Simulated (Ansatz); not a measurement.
Density of states of a BaCaCd4Pb2F16 cell (elements on a fluorite lattice, relaxed), per eV and atom, broadened by Gaussian smearing of width 0.1 eV and averaged over bins of 0.4 eV, from 8 eV under the Fermi level at most up to where the solved bands end.

Theory: DFT PBE, scalar-relativistic, plane waves, PAW in Ansatz 0.2.0.

Cutoff 420 eV; k points 4×4×4 on the computed 24-atom cell (Γ-centred); Gaussian smearing, width 0.02 eV; no spin polarisation.

```
CELL_PARAMETERS angstrom
-5.74687 5.75017 0.00032
-5.74932 -0.00213 5.75436
0.01813 5.76862 5.77035
ATOMIC_POSITIONS crystal
F 0.87443 0.89821 0.38297
F 0.36007 0.88334 0.35989
F 0.87860 0.32337 0.40099
F 0.84387 0.96687 0.81146
F 0.39165 0.40260 0.32654
F 0.37132 0.81584 0.96858
F 0.84399 0.38313 0.89497
F 0.39634 0.35626 0.87787
F 0.68825 0.64905 0.12002
F 0.11329 0.61146 0.09847
F 0.61207 0.11218 0.13909
F 0.59684 0.65915 0.63099
F 0.13235 0.14076 0.10680
F 0.11336 0.62754 0.65781
F 0.53579 0.12213 0.64791
F 0.17445 0.10237 0.62083
Ca 0.49303 0.49073 0.98909
Cd 0.50466 0.99406 0.99188
Cd 0.00936 0.47536 0.00038
Cd 0.02308 0.98727 0.49175
Cd 0.51064 0.00176 0.47308
Ba 0.99866 0.49972 0.49840
Pb 0.00752 0.99466 0.99326
Pb 0.50475 0.48951 0.49479
```

| E − E_F (eV) | total | F 2p | Cd 4d | Pb 6p | Cd 5s |
| --- | --- | --- | --- | --- | --- |
| -7.85 | 1.729 | 0.245 | 1.416 | 0.004 | 0.002 |
| -7.45 | 1.994 | 0.148 | 1.774 | 0.002 | 0.003 |
| -7.05 | 0.435 | 0.021 | 0.400 | 0.000 | 0.001 |
| -6.65 | 0.000 | 0.000 | 0.000 | 0.000 | 0.000 |
| -6.25 | 0.019 | 0.015 | 0.001 | 0.000 | 0.003 |
| -5.85 | 0.445 | 0.341 | 0.020 | 0.003 | 0.074 |
| -5.45 | 0.383 | 0.317 | 0.012 | 0.012 | 0.032 |
| -5.05 | 1.164 | 1.026 | 0.039 | 0.045 | 0.020 |
| -4.65 | 1.396 | 1.255 | 0.049 | 0.041 | 0.009 |
| -4.25 | 1.470 | 1.353 | 0.051 | 0.019 | 0.005 |
| -3.85 | 1.656 | 1.538 | 0.063 | 0.009 | 0.003 |
| -3.45 | 1.832 | 1.713 | 0.087 | 0.005 | 0.002 |
| -3.05 | 1.217 | 1.119 | 0.081 | 0.002 | 0.001 |
| -2.65 | 0.047 | 0.033 | 0.001 | 0.000 | 0.001 |
| -2.25 | 0.300 | 0.208 | 0.003 | 0.000 | 0.002 |
| -1.85 | 0.070 | 0.049 | 0.000 | 0.000 | 0.000 |
| -1.45 | 0.000 | 0.000 | 0.000 | 0.000 | 0.000 |
| -1.05 | 0.000 | 0.000 | 0.000 | 0.000 | 0.000 |
| -0.65 | 0.000 | 0.000 | 0.000 | 0.000 | 0.000 |
| -0.25 | 0.000 | 0.000 | 0.000 | 0.000 | 0.000 |
| 0.15 | 0.000 | 0.000 | 0.000 | 0.000 | 0.000 |
| 0.55 | 0.000 | 0.000 | 0.000 | 0.000 | 0.000 |
| 0.95 | 0.000 | 0.000 | 0.000 | 0.000 | 0.000 |
| 1.35 | 0.000 | 0.000 | 0.000 | 0.000 | 0.000 |
| 1.75 | 0.022 | 0.003 | 0.000 | 0.002 | 0.012 |
| 2.15 | 0.186 | 0.028 | 0.000 | 0.029 | 0.098 |
| 2.55 | 0.105 | 0.017 | 0.000 | 0.022 | 0.051 |
| 2.95 | 0.113 | 0.019 | 0.000 | 0.024 | 0.057 |
| 3.35 | 0.195 | 0.033 | 0.000 | 0.050 | 0.092 |
| 3.75 | 0.242 | 0.037 | 0.000 | 0.088 | 0.088 |
| 4.15 | 0.284 | 0.035 | 0.000 | 0.174 | 0.046 |
| 4.55 | 0.488 | 0.057 | 0.000 | 0.286 | 0.078 |

The columns after the total are the largest Löwdin projections on the valence shells of the potentials, so they needn't add up, and the weight of a shell that a potential lacks goes to other orbitals. The cell has a gap on the mesh of 3.87 eV.

Spin-orbit coupling is left out, which matters for the bands of heavy elements.

Cost: 2 runs of about 28 core-minutes in all (earlier runs that led there not counted), on Arm Neoverse V1 (shared hosts).